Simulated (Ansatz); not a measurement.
**Run times of several calculations on WS2 with Br replacing S**

WS2 with Br replacing S, neutral cell. Cell: 54 atoms, space group P3m1, a = 9.540 Å, b = 9.540 Å, c = 12.500 Å, α = 90.00°, β = 90.00°, γ = 120.00°.

All runs are DFT with Ansatz 0.2.0 on 4 threads of Arm Neoverse N1 (aarch64; 8 cores open to the job, memory cap 10.0 GiB, no GPU), a shared host.

**Question.** Rank the runs by wall time, shortest first.
A. single point at relaxed positions, r2SCAN, collinear spin, 500 eV, 3×3×2 k-points, smearing 0.01 eV
B. relaxation of the ions, PBE, collinear spin, 420 eV, 3×3×2 k-points, smearing 0.01 eV
C. single point, PBE, collinear spin, 420 eV, 3×3×2 k-points, smearing 0.01 eV

**Answer.** C (7.1 min, 6.2 GiB), A (16 min, 8.8 GiB), B (25 min, 7.1 GiB).
